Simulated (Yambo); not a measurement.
Yambo run on Rh2O3 (corundum, space group R-3c, No. 167). The wavefunctions are PBEsol (pw.x of Quantum ESPRESSO, ONCV potentials, scalar-relativistic) ones on a 2×2×2 mesh (52 occupied bands); a = b = c = 5.500 Å, α = β = γ = 55.76°.

Yambo input:

```
rim_cut
gw0
dyson
el_el_corr
HF_and_locXC
cohsex
em1s
RandQpts= 1000000
RandGvec= 1 Ry
EXXRLvcs= 88 Ry
VXCRLvcs= 352 Ry
Chimod= "HARTREE"
% BndsRnXs
 17 | 185 |
%
NGsBlkXs= 7 Ry
% LongDrXs
 1.0 | 1.0 | 1.0 |
%
ExtendOut
% QPkrange
 1 | 1 | 52 | 53 |
 3 | 3 | 53 | 53 |
%
```

k points by index: 1 = Γ, 3 = F.

Table of the .qp output:

```
#    K-point    Band    Eo [eV]    E [eV]    E-Eo [eV]    Vxc [eV]    Vnlxc [eV]    Sc|Eo [eV]    Re(Z)    Im(Z)
#
    1    52    0.000000    -1.079365    -1.079365    -22.97039    -27.94451    3.894756    1.000000    0.000000
    1    53    0.818600    0.518387    -0.300213    -23.28781    -19.27618    -4.311846    1.000000    0.000000
    3    53    0.540716    0.199677    -0.341040    -23.17718    -18.93188    -4.586339    1.000000    0.000000
```
(The two width columns are left out.) Convergence of these settings isn't established.

Spin-orbit coupling is not included.

Geometry of the Materials Project entry, not relaxed at this level.
